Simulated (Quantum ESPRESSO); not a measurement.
## Al7Ag (finding a planted mistake in a log)

Computed values, not a measurement. The program is pw.x of Quantum ESPRESSO 7.5 (plane-wave density functional theory). The cell is made up: eight metal atoms on a hexagonal close-packed lattice, with elements, volume, strain and displacements drawn at random and not relaxed, so it may be unstable or far from any real phase. PseudoDojo standard norm-conserving files set the functional (PBE unless stated); there is no spin polarisation or spin-orbit coupling, the Fermi-Dirac width of 0.25 eV means electrons at about 2900 K, and the masses in the input are unused placeholders.

Intended input:

```
&control calculation='scf', pseudo_dir='./dojo.nc.sr.pbe.v0_5.standard.upf', outdir='./o', disk_io='minimal', tprnfor=.true., tstress=.true. /
&system ibrav=0, nat=8, ntyp=2, nbnd=28, ecutwfc=82.02448710, nosym=.true., tot_charge=0,
 occupations='smearing', smearing='fd', degauss=0.0183746611
/
&electrons conv_thr=1.470e-08, electron_maxstep=70, mixing_beta=0.5 /
ATOMIC_SPECIES
Ag 1.0 Ag.upf
Al 1.0 Al.upf
CELL_PARAMETERS angstrom
-2.8635 0.0023 0.0004
-0.0039 5.0638 -0.0503
1.4351 -2.4393 -9.2519
ATOMIC_POSITIONS angstrom
Al -0.011 0.0507 0.0347
Al 0.007 1.7688 -2.3599
Ag 0.0374 -0.0145 -4.6714
Al -0.0661 1.7122 -7.0093
Al -1.3828 2.5806 -0.0922
Al -1.4405 4.3151 -2.3485
Al -1.3265 2.6133 -4.7637
Al -1.4661 -0.7812 -6.9158
K_POINTS automatic
10 6 3 1 1 1
```

The log is shortened where brackets say so; the opening notice, blank lines, dates and the lines on written files are dropped, and the path of the files is cut. It prints rydbergs, bohrs and kilobars, and counts compression as positive stress. Its total energy is the free energy E - TS of the whole cell.

Log of the intended run:

```
     Program PWSCF v.7.5
     Parallel version (MPI & OpenMP), running on       4 processor cores
     Number of MPI processes:                 4
     Threads/MPI process:                     1
     [start-up lines left out]
     bravais-lattice index     =            0
     lattice parameter (alat)  =       5.4112  a.u.
     unit-cell volume          =     907.6679 (a.u.)^3
     number of atoms/cell      =            8
     number of atomic types    =            2
     number of electrons       =        40.00
     number of Kohn-Sham states=           28
     kinetic-energy cutoff     =      82.0245  Ry
     charge density cutoff     =     328.0979  Ry
     scf convergence threshold =      1.5E-08
     mixing beta               =       0.5000
     number of iterations used =            8  plain     mixing
     Exchange-correlation= PBE
                           (   1   4   3   4   0   0   0)
     [axes and pseudopotential details left out]
   Cartesian axes
     site n.     atom                  positions (alat units)
         1        Al     tau(   1) = (  -0.0038415   0.0177056   0.0121180  )
         2        Al     tau(   2) = (   0.0024446   0.6177054  -0.8241310  )
         3        Ag     tau(   3) = (   0.0130609  -0.0050637  -1.6313597  )
         4        Al     tau(   4) = (  -0.0230836   0.5979394  -2.4478078  )
         5        Al     tau(   5) = (  -0.4829054   0.9012045  -0.0321983  )
         6        Al     tau(   6) = (  -0.5030555   1.5069316  -0.8201499  )
         7        Al     tau(   7) = (  -0.4632441   0.9126241  -1.6635930  )
         8        Al     tau(   8) = (  -0.5119956  -0.2728129  -2.4151555  )
     number of k points=    90  Fermi-Dirac smearing, width (Ry)=  0.0184
                       cart. coord. in units 2pi/alat
        k(    1) = (  -0.0499728   0.0463744  -0.0715623), wk =   0.0222222
        k(    2) = (  -0.0499424   0.0484187   0.1342395), wk =   0.0222222
     [further k points left out]
     Dense  grid:    91219 G-vectors     FFT dimensions: (  32,  60, 108)
     Estimated max dynamical RAM per process >     219.31 MB
     Estimated total dynamical RAM >     810.41 MB
     Initial potential from superposition of free atoms
     starting charge      39.9824, renormalised to      40.0000
     Starting wfcs are   38 randomized atomic wfcs
     total cpu time spent up to now is        4.9 secs
     per-process dynamical memory:   185.1 Mb
     Self-consistent Calculation
     iteration #  1     ecut=    82.02 Ry     beta= 0.50
     Davidson diagonalization with overlap
     ethr =  1.00E-02,  avg # of iterations =  3.5
     total cpu time spent up to now is       15.8 secs
     total energy              =    -341.92933395 Ry
     estimated scf accuracy    <       0.94108943 Ry
     iteration #  2     ecut=    82.02 Ry     beta= 0.50
     Davidson diagonalization with overlap
     ethr =  2.35E-03,  avg # of iterations =  4.0
     total cpu time spent up to now is       27.0 secs
     total energy              =    -341.69850872 Ry
     estimated scf accuracy    <       7.56109202 Ry
     [iterations 3 to 10 left out]
     iteration # 11     ecut=    82.02 Ry     beta= 0.50
     Davidson diagonalization with overlap
     ethr =  1.44E-09,  avg # of iterations =  3.0
     total cpu time spent up to now is      110.1 secs
     total energy              =    -342.47763708 Ry
     estimated scf accuracy    <       0.00000015 Ry
     iteration # 12     ecut=    82.02 Ry     beta= 0.50
     Davidson diagonalization with overlap
     ethr =  3.68E-10,  avg # of iterations =  2.3
     total cpu time spent up to now is      119.0 secs
     End of self-consistent calculation
     [lines on levels left out]
!    total energy              =    -342.47763712 Ry
     estimated scf accuracy    <          6.9E-09 Ry
     smearing contrib. (-TS)   =      -0.04852624 Ry
     internal energy E=F+TS    =    -342.42911088 Ry
     The total energy is F=E-TS. E is the sum of the following terms:
     one-electron contribution =    -312.87416344 Ry
     hartree contribution      =     171.93647044 Ry
     xc contribution           =     -61.41071420 Ry
     ewald contribution        =    -140.08070367 Ry
     convergence has been achieved in  12 iterations
     Forces acting on atoms (cartesian axes, Ry/au):
     atom    1 type  2   force =    -0.00021667    0.00215747   -0.00635625
     atom    2 type  2   force =     0.00247988    0.00084236   -0.00626258
     atom    3 type  1   force =    -0.00068747    0.01010398    0.00898004
     atom    4 type  2   force =     0.00592448    0.00260345   -0.00413325
     atom    5 type  2   force =    -0.00360460   -0.00251551    0.01100823
     atom    6 type  2   force =     0.00125571   -0.00168778   -0.00183394
     atom    7 type  2   force =    -0.00646425   -0.01243514    0.01712754
     atom    8 type  2   force =     0.00131292    0.00093119   -0.01852979
     Total force =     0.036295     Total SCF correction =     0.000132
     Computing stress (Cartesian axis) and pressure
          total   stress  (Ry/bohr**3)                   (kbar)     P=        5.44
   0.00001769  -0.00000366  -0.00002652            2.60       -0.54       -3.90
  -0.00000366  -0.00005619   0.00002821           -0.54       -8.27        4.15
  -0.00002652   0.00002821   0.00014952           -3.90        4.15       21.99
     init_run     :      4.68s CPU      4.86s WALL (       1 calls)
     electrons    :    113.42s CPU    114.12s WALL (       1 calls)
     forces       :      1.49s CPU      1.51s WALL (       1 calls)
     stress       :      5.42s CPU      5.43s WALL (       1 calls)
     [timing details left out]
     PWSCF        :   2m 5.06s CPU   2m 6.03s WALL
     JOB DONE.
```

A second run was made from an input with one planted mistake. Its log:

```
     Program PWSCF v.7.5
     Parallel version (MPI & OpenMP), running on       4 processor cores
     Number of MPI processes:                 4
     Threads/MPI process:                     1
     [start-up lines left out]
     bravais-lattice index     =            0
     lattice parameter (alat)  =       5.4112  a.u.
     unit-cell volume          =     907.6679 (a.u.)^3
     number of atoms/cell      =            8
     number of atomic types    =            3
     number of electrons       =        50.00
     number of Kohn-Sham states=           33
     kinetic-energy cutoff     =      82.0245  Ry
     charge density cutoff     =     328.0979  Ry
     scf convergence threshold =      1.5E-08
     mixing beta               =       0.5000
     number of iterations used =            8  plain     mixing
     Exchange-correlation= PBE
                           (   1   4   3   4   0   0   0)
     [axes and pseudopotential details left out]
   Cartesian axes
     site n.     atom                  positions (alat units)
         1        Ga     tau(   1) = (  -0.0038415   0.0177056   0.0121180  )
         2        Al     tau(   2) = (   0.0024446   0.6177054  -0.8241310  )
         3        Ag     tau(   3) = (   0.0130609  -0.0050637  -1.6313597  )
         4        Al     tau(   4) = (  -0.0230836   0.5979394  -2.4478078  )
         5        Al     tau(   5) = (  -0.4829054   0.9012045  -0.0321983  )
         6        Al     tau(   6) = (  -0.5030555   1.5069316  -0.8201499  )
         7        Al     tau(   7) = (  -0.4632441   0.9126241  -1.6635930  )
         8        Al     tau(   8) = (  -0.5119956  -0.2728129  -2.4151555  )
     number of k points=    90  Fermi-Dirac smearing, width (Ry)=  0.0184
                       cart. coord. in units 2pi/alat
        k(    1) = (  -0.0499728   0.0463744  -0.0715623), wk =   0.0222222
        k(    2) = (  -0.0499424   0.0484187   0.1342395), wk =   0.0222222
     [further k points left out]
     Dense  grid:    91219 G-vectors     FFT dimensions: (  32,  60, 108)
     Estimated max dynamical RAM per process >     247.94 MB
     Estimated total dynamical RAM >     924.93 MB
     Initial potential from superposition of free atoms
     starting charge      49.9822, renormalised to      50.0000
     Starting wfcs are   43 randomized atomic wfcs
     total cpu time spent up to now is        5.8 secs
     per-process dynamical memory:   207.9 Mb
     Self-consistent Calculation
     iteration #  1     ecut=    82.02 Ry     beta= 0.50
     Davidson diagonalization with overlap
     ethr =  1.00E-02,  avg # of iterations =  3.5
     total cpu time spent up to now is       19.6 secs
     total energy              =    -490.35488950 Ry
     estimated scf accuracy    <       0.75901835 Ry
     iteration #  2     ecut=    82.02 Ry     beta= 0.50
     Davidson diagonalization with overlap
     ethr =  1.52E-03,  avg # of iterations =  4.3
     total cpu time spent up to now is       33.8 secs
     total energy              =    -490.22737848 Ry
     estimated scf accuracy    <       4.85489440 Ry
     [iterations 3 to 10 left out]
     iteration # 11     ecut=    82.02 Ry     beta= 0.50
     Davidson diagonalization with overlap
     ethr =  1.10E-09,  avg # of iterations =  2.5
     total cpu time spent up to now is      135.3 secs
     total energy              =    -490.78106131 Ry
     estimated scf accuracy    <       0.00000008 Ry
     iteration # 12     ecut=    82.02 Ry     beta= 0.50
     Davidson diagonalization with overlap
     ethr =  1.61E-10,  avg # of iterations =  3.3
     total cpu time spent up to now is      147.7 secs
     End of self-consistent calculation
     [lines on levels left out]
!    total energy              =    -490.78106133 Ry
     estimated scf accuracy    <          6.4E-09 Ry
     smearing contrib. (-TS)   =      -0.04860452 Ry
     internal energy E=F+TS    =    -490.73245681 Ry
     The total energy is F=E-TS. E is the sum of the following terms:
     one-electron contribution =    -336.40151095 Ry
     hartree contribution      =     195.11817901 Ry
     xc contribution           =    -101.15202933 Ry
     ewald contribution        =    -248.29709554 Ry
     convergence has been achieved in  12 iterations
     Forces acting on atoms (cartesian axes, Ry/au):
     atom    1 type  3   force =    -0.00079574    0.00195986   -0.00418853
     atom    2 type  2   force =     0.00254437    0.00228388   -0.00759356
     atom    3 type  1   force =    -0.00058066    0.01043513    0.00898748
     atom    4 type  2   force =     0.00545160    0.00081942   -0.00049666
     atom    5 type  2   force =    -0.00268651   -0.00255710    0.01026856
     atom    6 type  2   force =     0.00121755   -0.00214045   -0.00550247
     atom    7 type  2   force =    -0.00651279   -0.01276893    0.01593296
     atom    8 type  2   force =     0.00136219    0.00196820   -0.01740779
     Total force =     0.035152     Total SCF correction =     0.000162
     Computing stress (Cartesian axis) and pressure
          total   stress  (Ry/bohr**3)                   (kbar)     P=       15.94
   0.00010553  -0.00000393  -0.00002859           15.52       -0.58       -4.21
  -0.00000393   0.00000818   0.00002255           -0.58        1.20        3.32
  -0.00002859   0.00002255   0.00021131           -4.21        3.32       31.08
     init_run     :      5.52s CPU      5.74s WALL (       1 calls)
     electrons    :    139.65s CPU    141.91s WALL (       1 calls)
     forces       :      1.89s CPU      1.93s WALL (       1 calls)
     stress       :      5.61s CPU      5.63s WALL (       1 calls)
     [timing details left out]
     PWSCF        :   2m32.72s CPU   2m35.31s WALL
     JOB DONE.
```

Question: the log repeats what the program read. Compare it with the intended run: what was wrong in the second input?

Answer: one atom is of a wrong element. The input lines that differ:

```
- &system ibrav=0, nat=8, ntyp=2, nbnd=28, ecutwfc=82.02448710, nosym=.true., tot_charge=0,
+ &system ibrav=0, nat=8, ntyp=3, nbnd=33, ecutwfc=82.02448710, nosym=.true., tot_charge=0,
+ Ga 1.0 Ga.upf
- Al -0.011 0.0507 0.0347
+ Ga -0.011 0.0507 0.0347
```

|  | intended run | run with the mistake |
| --- | --- | --- |
| free energy (eV) | -4659.646 | -6677.417 |
| entropy term -TS, part of it (eV) | -0.660 | -0.661 |
| pressure (GPa) | 0.54 | 1.59 |
| size of the largest force component (eV/Å) | 0.476 | 0.448 |
| largest change of a force component (eV/Å) |  | 0.094 |
| iterations | 12 | 12 |

For scale, a rerun of the intended cell at a higher cutoff and on a denser mesh moved values by no more than 0.006 eV in energy, 0.24 GPa in stress and 0.015 eV/Å in force, and a second program with other atomic files agreed on that cell to 2 % rms in force and 0.5 GPa in pressure. Files of another functional or element have another zero of energy, so the energy change says nothing on stability. The number of bands, nbnd, was set by rule from the electron count, so it follows the mistake.